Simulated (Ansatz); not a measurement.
C2NiS2 in space group P6/mmm (No. 191; C on 6l, S on 6l, Ni on 3f), PBE+D3(BJ) (plane waves, PAW; program Ansatz), all energies at zero smearing, with the estimated change up to a 700 eV cutoff added, with one set of potentials and settings (totals compare only within such a set). Cell of 15 atoms (6 C, 6 S, 3 Ni): -24440.278 eV.

```json
[
 {"element": "C", "reference phase": "P6_3/mmc, 4 atoms in the cell", "E (eV/atom)": "-251.0887"},
 {"element": "S", "reference phase": "Fddd, 32 atoms in the cell", "E (eV/atom)": "-902.2562"},
 {"element": "Ni", "reference phase": "Fm-3m, 1 atoms in the cell, spin-polarised", "E (eV/atom)": "-5840.1949"}
]
```

Formation energy per atom, worked out: (-24440.278 − 6×(-251.0887) − 6×(-902.2562) − 3×(-5840.1949))/15 = 0.025 eV/atom (2 kJ per mol of atoms), at 0 K, without zero-point energy or fitted corrections.

The cell is a constructed one: a structure type filled with these elements; neither database checked (COD, Materials Project) lists it. Its standing as an ambient phase is unchecked. Symmetry was held in the PBE+D3(BJ) relaxation; its stability against distortions is not shown here. The run is not spin-polarised. The references are the lowest solids computed at this level, not always the standard phases.

Potentials: the later of the program's two PAW sets.
